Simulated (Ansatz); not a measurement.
**SnO2: Electric field gradients**

The cell is a computed structure from the Materials Project (it need not be an observed phase), taken as it stands.

```
CELL_PARAMETERS angstrom
4.76482 0.00000 0.00000
0.00000 4.76482 0.00000
0.00000 0.00000 3.20750
ATOMIC_POSITIONS crystal
Sn 0.50000 0.50000 0.50000
Sn 0.00000 0.00000 0.00000
O 0.19403 0.80597 0.50000
O 0.80597 0.19403 0.50000
O 0.30597 0.30597 0.00000
O 0.69403 0.69403 0.00000
```

Atoms are numbered from 1 in the order listed; like atoms form one site, named after its first atom.

Method: Kohn–Sham DFT in Ansatz, PBE, plane waves and PAW, scalar-relativistic, 420 eV cutoff, Γ-centred 7×7×10 k-points, Fermi–Dirac smearing 0.01 eV.

V_zz is the principal component of the electric field gradient with the largest magnitude, η = (V_xx − V_yy)/V_zz and C_Q = eQV_zz/h. Directions are in the Cartesian axes of the cell vectors above, for the atom listed; none is given where the gradient is under 0.02 or η is above 0.95.

```tsv
site	first atom	first shell	V_zz (10²¹ V/m²)	η	direction of V_zz (x, y, z)
Sn	1	6 O at 2.06–2.07 Å	5.50	0.71	0.71 0.71 0.00
O	3	3 Sn at 2.06–2.07 Å	-10.81	0.13	0.71 0.71 0.00
```

At O V_zz stands upright on the plane through its three neighbours (within 1°).

At this cell the PBE pressure is 7 GPa, so with PBE the cell would grow if it were relaxed. The entry's cell may itself be off. Without spin–orbit coupling (the program notes it for Sn) the gradients can shift somewhat, as the gap is small.
